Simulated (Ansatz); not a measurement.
ZnS (wurtzite, P6_3mc), PBE (plane waves, PAW; program Ansatz). The conduction-band minimum lies at Γ, with 1 equivalent valley. Second derivatives d²E/dk² of the lowest band at one valley (eV·Å²), along Cartesian directions:

```tsv
direction	d²E/dk²
[100]	42.60
[010]	42.60
[001]	48.59
[110]	42.60
[101]	45.61
[011]	45.61
```

**Question.** Find the principal effective masses, the density-of-states mass and the conductivity mass.

**Answer.** Off-diagonal terms follow from H_xy = H[110] − (H_xx + H_yy)/2, and m*/mₑ = 7.620 eV·Å² over each eigenvalue: 0.16, 0.18, 0.18. One valley's DOS mass (m₁m₂m₃)^(1/3) = 0.17, conductivity mass 3/(Σ 1/mᵢ) = 0.17 mₑ.

**Question.** What effective density of states Nc follows at 300 K for parabolic valleys?

**Answer.** Nc = 2.509e19 × 1 × (0.17)^(3/2) ≈ 1.8e18 cm⁻³.

The PBE relaxation kept the symmetry of its start.

Potentials: the later of the program's two PAW sets.

Edges and masses are those of Kohn–Sham bands, whose gap is no quasiparticle gap.
